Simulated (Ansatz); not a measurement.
GaSbAs₂: zone-centre modes

Level of theory: Ansatz 0.2.0, DFT PBEsol, scalar-relativistic, plane waves, PAW. Plane waves to 420 eV; Γ-centred k mesh 10×10×6; Fermi-Dirac smearing of 0.15 eV. No spin polarisation. Phonons by linear response, acoustic sum rule imposed.

The cell, relaxed at this level:
```yaml
crystal:
  lattice:
    - [4.06986, 0.00000, 0.00000]
    - [0.00000, 4.06986, 0.00000]
    - [0.00000, 0.00000, 6.59425]
  atoms:
    - { symbol: Ga, position: [0.50000, 0.50000, 0.00000] }
    - { symbol: Sb, position: [0.00000, 0.00000, 0.50000] }
    - { symbol: As, position: [0.50000, 0.00000, 0.78717] }
    - { symbol: As, position: [0.00000, 0.50000, 0.21283] }
```

The cell was built by swapping an element in a database structure (itself possibly hypothetical) and relaxing; it need not be the stable form of this composition. In a metal, frequencies and elastic constants depend on the k mesh and the smearing, soft modes and shear constants most.

Optical modes at Γ; i marks an imaginary frequency:
```json
{"frequency (cm⁻¹)": "29", "degeneracy": "2"}
{"frequency (cm⁻¹)": "125", "degeneracy": "1"}
{"frequency (cm⁻¹)": "161", "degeneracy": "2"}
{"frequency (cm⁻¹)": "179", "degeneracy": "1"}
{"frequency (cm⁻¹)": "211", "degeneracy": "1"}
{"frequency (cm⁻¹)": "222", "degeneracy": "2"}
```

All 9 optical modes at Γ are real: no displacement of atoms at fixed cell lowers the energy to second order. Strains and modes at other wave vectors aren't tested by this run.

Cost: 1 run of about 3.5 core-minutes, on Intel Xeon 6975P-C (Granite Rapids) (shared hosts).